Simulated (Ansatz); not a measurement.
**NaTaO₃, first-principles data**

NaTaO3:
```
CELL_PARAMETERS angstrom
      5.52497     0.00000     0.00000
      0.00000     7.78186     0.00000
      0.00000     0.00000     5.46553
ATOMIC_POSITIONS crystal
  Na 0.97760 0.75000 0.99632
  Na 0.02240 0.25000 0.00368
  Na 0.52240 0.25000 0.49632
  Na 0.47760 0.75000 0.50368
  Ta 0.00000 0.50000 0.50000
  Ta 0.50000 0.50000 0.00000
  Ta 0.50000 0.00000 0.00000
  Ta 0.00000 0.00000 0.50000
  O  0.78592 0.46631 0.21325
  O  0.21408 0.53369 0.78675
  O  0.71408 0.53369 0.71325
  O  0.28592 0.46631 0.28675
  O  0.28592 0.03369 0.28675
  O  0.71408 0.96631 0.71325
  O  0.21408 0.96631 0.78675
  O  0.78592 0.03369 0.21325
  O  0.51250 0.75000 0.06596
  O  0.48750 0.25000 0.93404
  O  0.98750 0.25000 0.56596
  O  0.01250 0.75000 0.43404
```

Space group Pnma (No. 62); conventional cell a = 5.5250 Å, b = 7.7819 Å, c = 5.4655 Å, α = 90.00°, β = 90.00°, γ = 90.00°.

Method: DFT-PBEsol in the program Ansatz with PAW potentials. Geometry: relaxed at this level of theory. Other levels are named where they apply.

**Cell and energy**

```json
{
  "volume_per_atom": "11.75 Å³",
  "density": "7.12 g/cm³",
  "Formation energy from the elements (no fitted shifts)": "-2.66 eV/atom"
}
```

**Electronic structure**

```json
{
 "band_gap": "2.69 eV (smallest direct gap 2.70 eV)",
 "valence_band_maximum": "on the Γ–Z line, 17 % of the way from Γ (k = 0.000, 0.000, -0.083 in fractions of the reciprocal vectors)",
 "conduction_band_minimum": "at Γ",
 "Electron effective mass, band 1 of 2 at the edge": "0.49 along x, 0.43 along y, 0.46 along z (mₑ)",
 "Electron effective mass, band 2 of 2 at the edge": "0.52 along x, 0.31 along y, 0.61 along z (mₑ)",
 "HSE06 gap on the PBEsol cell": "4.17 eV"
}
```

**Mechanics**

```json
{
  "Bulk modulus (Birch–Murnaghan fit)": "124 GPa",
  "Pressure derivative B′": "4.3",
  "Elastic constants (relaxed ions, GPa)": "C11 = 245, C22 = 282, C33 = 234, C12 = 75.6, C13 = 76.4, C23 = 32.1, C44 = 86.5, C55 = 112, C66 = 86.9",
  "mechanical_stability": "stable (all eigenvalues of C positive)",
  "hill_bulk_and_shear_moduli": "125 and 94.4 GPa",
  "Young's modulus": "226 GPa",
  "Poisson's ratio": "0.20",
  "debye_temperature_from_the_elastic_constants": "526 K"
}
```

**Phonons**

```json
{
 "Highest zone-centre frequency (without LO–TO term)": "115.7 meV",
 "zone_centre_stability": "no imaginary mode at Γ",
 "dynamical_stability_on_the_path": "stable (no imaginary branch)",
 "zero_point_energy": "58.8 meV/atom",
 "Vibrational entropy at 300 K": "22.9 J/(K·mol of atoms)"
}
```

The workflow started from a Materials Project entry (that database holds measured and hypothetical structures alike); the Crystallography Open Database files this formula in space group No. 62, but the cells were not matched. Its standing as an ambient phase is unchecked. The cell was relaxed with PBEsol under the symmetry of its start. The run is not spin-polarised. The references are the lowest solids computed at this level, not always the standard phases (solids in place of the gases). Spin–orbit coupling is left out wherever it is not named.

Potentials: the later of the program's two PAW sets.
